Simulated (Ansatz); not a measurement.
TaSnS:
```
CELL_PARAMETERS angstrom
      3.88184     0.00000     0.00000
      0.00000     3.88184     0.00000
      0.00000     0.00000     7.70919
ATOMIC_POSITIONS crystal
  Ta 0.00000 0.50000 0.70897
  Ta 0.50000 0.00000 0.29103
  Sn 0.00000 0.00000 0.00000
  Sn 0.50000 0.50000 0.00000
  S  0.50000 0.00000 0.62120
  S  0.00000 0.50000 0.37880
```

Relaxed with PBE. Special points in fractions of this cell's reciprocal vectors: Γ (0.000, 0.000, 0.000); X (0.000, 0.500, 0.000); M (0.500, 0.500, 0.000); Z (0.000, 0.000, 0.500); R (0.000, 0.500, 0.500); A (0.500, 0.500, 0.500).

Problem. List the band energies nearest the Fermi level at these points for PBE (plane waves, PAW; program Ansatz).

Solution. In eV from the Fermi level; about four levels below and three above (degenerate sets whole), none deeper than 8.9 eV; points with the same levels are listed once.

```csv
k,below,above
Γ,-0.36 -0.07 -0.07 -0.04,0.09 0.13 0.33
X,-1.30 -1.30 -0.16 -0.16,0.79 0.79 1.65 1.65
M,-4.38 -4.38 -2.31 -2.31,0.55 0.55 1.16 1.16
Z,-2.48 -2.48 -0.37 -0.03,0.02 0.02 0.51
R,-2.60 -2.60 -0.90 -0.90,0.19 0.19 1.02 1.02
A,-3.70 -3.70 -3.17 -3.17,0.49 0.49 0.87 0.87
```

Space group P4/nmm. The start of the workflow was typed in or built on a structure type; neither database checked (COD, Materials Project) lists it. Its standing as an ambient phase is unchecked. Symmetry was held in the PBE relaxation; whether a distortion lowers the energy is not shown. No spin polarisation was allowed. The volume moved by -18 % from the start of the relaxation. Spin–orbit coupling is left out wherever it is not named.

Potentials: the earlier of the program's two PAW sets.
